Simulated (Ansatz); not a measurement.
A trial cell of Ge was relaxed with PBE (plane waves to 420 eV, PAW, scalar-relativistic; Ansatz, a quantum-chemistry and plane-wave program).

Before: P3₁21 (No. 152), hP3; a = 4.4155 Å, b = 4.4155 Å, c = 5.0095 Å, α = 90.00°, β = 90.00°, γ = 120.00°.

After relaxation:

Simulated powder pattern, neutron, λ = 1.5401 Å (kinematic, ideal powder, no thermal factors, coherent scattering alone; the 24 strongest lines at most, above 1 %, up to 2θ = 90°):

| 2θ (°) | I/Imax (%) |
|---|---|
| 32.99 | 96 |
| 47.35 | 100 |
| 58.91 | 47 |
| 69.20 | 28 |
| 78.82 | 95 |
| 88.13 | 85 |

Identify the relaxed structure from its pattern: crystal system, space group and cell.

Cubic, Pm-3m (No. 221), cP1, simple cubic type; a = b = c = 2.7122 Å, α = β = γ = 90.00°. Sites: Ge 1a (0.000, 0.000, 0.000).

Index the strongest lines.

32.99° (100), 47.35° (110), 58.91° (111), 78.82° (210), 88.13° (211).

No spin polarisation in the result.

The run could not lose the symmetry of its start, so the end can be a saddle point.

The relaxed structure here is a generated cell of Ge: the first start was made by placing the elements on the sites of a structure type, and the end was not matched to a known phase here, so it may be hypothetical. Known forms of Ge include space group No. 227.
